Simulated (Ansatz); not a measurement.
A distorted cell of MgO (rock salt):

```
CELL_PARAMETERS angstrom
      0.00000     4.20438     4.20438
      2.10219     0.00000     2.10219
      2.10219     2.10219     0.00000
ATOMIC_POSITIONS crystal
  O  0.94530 0.10941 0.89059
  O  0.50000 0.00000 0.00000
  Mg 0.25000 0.50000 0.50000
  Mg 0.75000 0.50000 0.50000
```

Computed with r2SCAN (plane waves to 500 eV, PAW, scalar-relativistic; Ansatz, a quantum-chemistry and plane-wave program). k mesh 11×11×11 (Γ-centred), Fermi-Dirac smearing 0.05 eV. Energies are smeared free energies. Stress and pressure are positive under compression. MgO was relaxed with its symmetry unable to fall.

Task: Predict the force on every atom, in eV/Å.

Result: 
```csv
atom,Fx,Fy,Fz
O1,-0.962,8.541,0.962
O2,0.914,-1.422,-0.914
Mg3,0.037,-0.191,-0.037
Mg4,0.011,-6.928,-0.011
```

Task: Give the stress tensor in GPa and the pressure.

Result: 
```
   -0.6     -0.8      0.8
   -0.8     46.6      0.8
    0.8      0.8     -0.6
```
The pressure, a third of the trace, is 15.2 GPa.

Task: In it atom 1 sits (0.000, -0.460, 0.000) Å away from its relaxed site. What is its energy relative to the relaxed cell?

Result: 1413 meV/cell.

(A displaced cell: forces are minus the slopes of the energy, force constants its curvatures, and phonons follow from these.)
